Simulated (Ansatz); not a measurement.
**Hf: stiffness from a series of strains**

```xyz
2
Lattice="3.1967 0.0000 0.0000 -1.5983 2.7684 0.0000 0.0000 0.0000 5.0578" Properties=species:S:1:pos:R:3 pbc="T T T"
Hf    0.0000    1.8456    1.2645
Hf    1.5983    0.9228    3.7934
```

Atom numbers follow the list: Hf1, Hf2.

The geometry is COD entry 9008501, unchecked; take it as a test cell.

No spin–orbit coupling, which matters for the heavy atoms here.

Theory: Ansatz 0.2.0, DFT, PBEsol, all-electron LAPW, scalar-relativistic.

Numerical set-up: a Γ-centred 13×13×7 k mesh, Fermi–Dirac smearing of 0.05 eV, basis error target 0.5 meV/atom, no spin polarisation.

The strain is applied along the Cartesian axes of the cell as listed (γ is the engineering shear, twice εxy = εyz = εzx). Fractional coordinates are held (clamped ions).

σ is the change of stress from the unstrained cell, which is at -3.70 GPa; tension is positive, so slopes are stress–strain coefficients at that pressure. In a metal the k mesh adds noise.

Only quantities that a quadratic follows smoothly over the whole series are listed; rougher ones are left out.

```tsv
γ	σxy (GPa)	σyz (GPa)
-0.0200	-1.37	-1.01
0.0000	0.00	0.00
0.0100	0.66	0.47
0.0200	1.28	0.93
```

Q: Fit the series and read off the stiffness at zero strain.

A: Least-squares fits y = p0 + p1 x + p2 x² to the rows give σxy (GPa): p1 = 66.3, p2 = -120; σyz (GPa): p1 = 48.5, p2 = -95.

Q: One run, at γ = -0.0100, is withheld. Predict its row.

A: The fits give -0.67, -0.50; the run gave -0.68, -0.49.
